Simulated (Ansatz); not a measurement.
Relaxed-ion elastic tensor of Sr (bcc (W type), space group No. 229) in GPa (Voigt order), r²SCAN (plane waves, PAW; program Ansatz); density 2.61 g/cm³, 55.65 Å³ per atom.

```tsv
	1	2	3	4	5	6
1	12.4	10.7	10.7	0.0	0.0	0.0
2	10.7	12.4	10.7	0.0	0.0	0.0
3	10.7	10.7	12.4	0.0	0.0	0.0
4	0.0	0.0	0.0	11.1	0.0	0.0
5	0.0	0.0	0.0	0.0	11.1	0.0
6	0.0	0.0	0.0	0.0	0.0	11.1
```

Problem. Is the crystal mechanically stable?

Solution. Yes: the smallest eigenvalue of C is 1.6 GPa.

Problem. Work out the Voigt and Reuss bounds. Is their mean of use?

Solution. K_V = 11.3, K_R = 11.3; G_V = 7.0, G_R = 1.8 GPa. The bounds lie so far apart that a Hill average or a Debye temperature from it would say little.

Space group Im-3m (bcc (W type)). This is a known high-temperature phase of the composition, computed here at zero pressure and temperature. The r²SCAN relaxation kept the symmetry of its start; its stability against distortions is not shown here. As this level gives no gap, shear constants depend on the k-mesh and smearing (Fermi–Dirac, 0.1 eV here).

Potentials: the earlier of the program's two PAW sets.
